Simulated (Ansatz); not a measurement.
One crystal and one scan (frozen-phonon scan) at two levels, r2SCAN (plane waves to 500 eV, PAW, scalar-relativistic; Ansatz, an electronic-structure program) and PBE (plane waves to 420 eV, PAW, scalar-relativistic; Ansatz), each from its own relaxed cell and on its own mesh. The cell shown is that of r2SCAN.

TiC (rock salt)

```
TiC
1.0
    0.00000     4.32781     4.32781
    2.16390     0.00000     2.16390
    2.16390     2.16390     0.00000
C Ti
2 2
Direct
  0.00000   0.00000   0.00000
  0.50000   0.00000   0.00000
  0.25000   0.50000   0.50000
  0.75000   0.50000   0.50000
```

The atoms are displaced by Q × the pattern below (from a DFPT mode at L = (0.5, 0.0, 0.0), largest move 1; Q in Å), at fixed cell. It is one choice among 2 degenerate patterns. (q is in reciprocal vectors of the primitive cell; the cell shown is doubled to hold the pattern.)

```csv
atom,x,y,z
C1,-0.285,0.520,-0.805
C2,0.285,-0.520,0.805
```

Atoms not listed stay in place.

TiC is run without spin polarisation. TiC was relaxed with its symmetry unable to fall. With partly filled bands, energies and forces of such displacements shift with the k mesh and the smearing. Percentages come from the unrounded values. Both scans cover Q from -0.100 to 0.100 Å.

Results of r2SCAN:

Lattice constant a (Å): 4.328
Energy at Q = 0.100 Å (meV/cell): 147
Harmonic wavenumber from the curvature (finite differences) (cm⁻¹ (negative: imaginary)): 578
Space group of the distorted cell: P-1 (No. 2), lowered from Fm-3m
Symmetry of the curve: even: the same for both signs
Shape of the curve: a single well with its minimum at or next to zero displacement

### Question
Estimate the PBE values.

### Answer
| quantity | PBE | r2SCAN − PBE |
|---|---|---|
| Lattice constant a (Å) | 4.333 | -0.005 (-0.1 %) |
| Energy at Q = 0.100 Å (meV/cell) | 141 | +6 (+4 %) |
| Harmonic wavenumber from the curvature (finite differences) (cm⁻¹ (negative: imaginary)) | 566 | +12 (+2.2 %) |

r2SCAN gives the higher value for: energy at Q = 0.100 Å; harmonic wavenumber from the curvature. They agree on: lattice constant a (within 0.2 %). Both give the same space group of the distorted cell: P-1 (No. 2), lowered from Fm-3m. Neither level is exact: the differences show how much the result hangs on the functional.

(A displaced cell: forces are minus the slopes of the energy, force constants its curvatures, and phonons follow from these.)
